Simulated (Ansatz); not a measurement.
## NaCl: from a starting cell to a relaxed one

The start is a relaxed NaCl cell with every coordinate shifted by Gaussian noise of σ = 0.2 Å. The structure is fully relaxed (lattice and positions, P = 0) with r2SCAN (plane waves to 500 eV, PAW, scalar-relativistic; Ansatz, a quantum-chemistry and plane-wave program). The first steps use a coarse 7×7×7 k-mesh.

Starting cell:
```yaml
crystal:
  lattice:
    - [0.00000, 2.80386, 2.80386]
    - [2.80386, 0.00000, 2.80386]
    - [2.80386, 2.80386, 0.00000]
  atoms:
    - { symbol: Cl, position: [0.09268, 0.95495, 0.98391] }
    - { symbol: Na, position: [0.36644, 0.50495, 0.57211] }
```

Task: Does it find its way back to the structure it was made from?

Result: It returns to the parent structure, Fm-3m (No. 225).

Task: How do the shortest distances between atoms change?

Result: The closest pairs of elements (up to four, under 3.6 Å), start → end: Cl–Na 2.37 → 2.80 Å.

Task: What band gap does the relaxed structure have at this level?

Result: 5.97 eV, direct at Γ (no spin-orbit coupling).

Relaxed structure:

Space group Fm-3m (No. 225); a = 5.608 Å, b = 5.608 Å, c = 5.608 Å, α = 90.00°, β = 90.00°, γ = 90.00°

| atom | site | symmetry | x | y | z |
|---|---|---|---|---|---|
| Cl | 4a | m-3m | 0.0000 | 0.0000 | 0.0000 |
| Na | 4b | m-3m | 0.5000 | 0.5000 | 0.5000 |
(The calculation used a cell of 2 atoms; values per cell refer to that cell.)

Final values are on a 10×10×10 k-mesh of the relaxed cell. No spin polarisation in the result.
